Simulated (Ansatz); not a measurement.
The start is a relaxed Cs2P3 cell shaken by Gaussian noise of σ = 0.08 Å a coordinate. A full variable-cell relaxation at zero pressure is run with PBE (plane waves to 420 eV, PAW, scalar-relativistic; Ansatz, a quantum-chemistry and plane-wave program). The first steps use a coarse 3×3×6 k-mesh.

Initial structure:
```
CELL_PARAMETERS angstrom
     10.12083     0.00000     0.00000
      0.00000    10.12083     0.00000
      0.00000     0.00000     3.83721
ATOMIC_POSITIONS crystal
  P  0.49672 0.49501 0.01684
  P  0.98637 0.99719 0.02268
  P  0.57184 0.08069 0.50361
  P  0.06530 0.41690 0.51938
  P  0.92160 0.56555 0.47047
  P  0.41597 0.92842 0.51399
  Cs 0.79130 0.28665 0.96405
  Cs 0.27391 0.20907 0.00390
  Cs 0.71247 0.78108 0.97499
  Cs 0.20661 0.71125 0.98069
```

### Question
How does the volume per atom move from start to end?

### Answer
+1.0 %, from 39.31 to 39.70 Å³/atom.

### Question
Does it find its way back to the structure it was made from?

### Answer
It does not go back: it reaches C2/m (No. 12), 0.64 eV/atom below the parent.

### Question
How do the shortest distances between atoms change?

### Answer
The closest pairs of elements (up to four, under 3.6 Å), start → end: P–P 2.10 → 2.07 Å; Cs–P 3.51 → 3.55 Å.

### Question
Is the relaxed structure metallic? Give its gap.

### Answer
0.22 eV, direct at L2 (no spin-orbit coupling).

### Question
Give the final cell and atomic positions.

### Answer

Space group C2/m (No. 12); a = 15.862 Å, b = 5.333 Å, c = 9.426 Å, α = γ = 90.00°, β = 95.31°

| atom | site | symmetry | x | y | z |
|---|---|---|---|---|---|
| P | 4i | m | 0.4683 | 0.0000 | 0.3910 |
| P | 4i | m | 0.1759 | 0.5000 | 0.2227 |
| P | 4i | m | 0.0448 | 0.5000 | 0.2120 |
| Cs | 4i | m | 0.3745 | 0.5000 | 0.0638 |
| Cs | 4i | m | 0.1445 | 0.0000 | 0.4611 |
(The calculation used a cell of 10 atoms; values per cell refer to that cell.)

Final values are on a 9×9×5 k-mesh of the relaxed cell. No spin polarisation in the result.

The relaxed structure here is a generated cell of Cs2P3: the first start was made by placing the elements on the sites of a structure type, and the end was not matched to a known phase here, so it may be hypothetical.
